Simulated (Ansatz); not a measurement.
Data:

ZrGe₂:
Space group I4/mmm (No. 139); a = 3.4552 Å, b = 3.4552 Å, c = 9.2556 Å, α = 90.00°, β = 90.00°, γ = 90.00°

| atom | site | symmetry | x | y | z |
|---|---|---|---|---|---|
| Zr | 2a | 4/mmm | 0.0000 | 0.0000 | 0.0000 |
| Ge | 4e | 4mm | 0.0000 | 0.0000 | 0.3232 |
(The calculation used a cell of 3 atoms; values per cell refer to that cell.)

This is the PBE-relaxed structure.

**Question.** All from PBE (plane waves, PAW; program Ansatz), unless another level is named. Predict the electronic character.

**Answer.** metallic (no gap).

**Question.** Predict the density of states at the Fermi level.

**Answer.** 1.3 states/eV per atom (mean over ±0.08 eV).

**Question.** Predict the formation energy from the elements (no fitted shifts).

**Answer.** -0.34 eV/atom.

A made-up cell: these elements were put on the sites of a structure type; neither database checked (COD, Materials Project) lists it. COD files the formula under space group No. 63, so this cell is another polymorph or a model. Its standing as an ambient phase is unchecked. The cell was relaxed with PBE under the symmetry of its start; its stability against distortions is not shown here. The run is not spin-polarised. The references are the lowest solids computed at this level, not always the standard phases. Scalar-relativistic: spin–orbit coupling is off unless named, which matters more the heavier the elements.

Potentials: the later of the program's two PAW sets.
